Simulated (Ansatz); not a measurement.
Starting cell, InP (zinc blende):

```xyz
2
Lattice="0.0000 2.9535 2.9535 2.9535 0.0000 2.9535 2.9535 2.9535 0.0000" Properties=species:S:1:pos:R:3 pbc="T T T"
P      4.4303     4.4303     4.4303
In     0.0000     0.0000     0.0000
```

In each cell atom 1 (P, nearest neighbour In at 2.558 Å; its periodic images, 4.2 Å or more away, move with it) moves by s·(0.000, 0.000, 1.000) (along Cartesian z), the rest being held.

Level of theory: r2SCAN (plane waves to 500 eV, PAW, scalar-relativistic; Ansatz, an electronic-structure program). k mesh 8×8×8 (Γ-centred), Fermi-Dirac smearing 0.05 eV. Energies are smeared free energies. InP was relaxed with its symmetry unable to fall. The zero of ΔE is the undisplaced structure.

The scan covers s from -0.770 to 0.770 Å in 11 points.

### Question
Is the energy the same for equal positive and negative displacements?

### Answer
Even: the same for both signs. With its periodic images moving along, the atom's site symmetry in this cell is -43m.

### Question
What force acts on the atom along the line at s = -0.770 Å?

### Answer
3.80 eV/Å.

### Question
What is the energy change at s = 0.770 Å?

### Answer
1866 meV/cell.

### Question
With two atoms in the cell this is the zone-centre optical mode. What wavenumber follows (transverse: no LO-TO term)?

### Answer
296 cm⁻¹.

(For displaced atoms, the force is minus the slope of the energy, and its curvature is a force constant, which sets phonon frequencies.)
